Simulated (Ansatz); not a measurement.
TaN:
```cif
data_NTa
_chemical_formula_sum 'N1 Ta1'
_space_group_name_H-M_alt 'P 1'
_space_group_IT_number 1
_cell_length_a 3.10875
_cell_length_b 3.10875
_cell_length_c 3.10875
_cell_angle_alpha 60.000
_cell_angle_beta 60.000
_cell_angle_gamma 60.000
loop_
_space_group_symop_operation_xyz
  'x, y, z'
loop_
_atom_site_label
_atom_site_type_symbol
_atom_site_fract_x
_atom_site_fract_y
_atom_site_fract_z
_atom_site_occupancy
N1 N 0.00000 0.00000 0.00000 1
Ta1 Ta 0.50000 0.50000 0.50000 1
```

This is the r²SCAN-relaxed structure.

Question: All from DFT-r²SCAN in the program Ansatz with PAW potentials, unless another level is named. Give the electronic character.

Answer: metallic (no gap).

Question: Give the formation energy from the elements (no fitted shifts).

Answer: -0.95 eV/atom.

Question: Predict the gap with spin–orbit coupling.

Answer: none (metallic).

Space group Fm-3m (rock salt). The r²SCAN relaxation kept the symmetry of its start; of distortions, only those at the zone centre were tested. No spin polarisation was allowed. The references are the lowest solids computed at this level, not always the standard phases (solids in place of the gases). Scalar-relativistic: spin–orbit coupling is off unless named, which matters more the heavier the elements.

Potentials: the later of the program's two PAW sets.
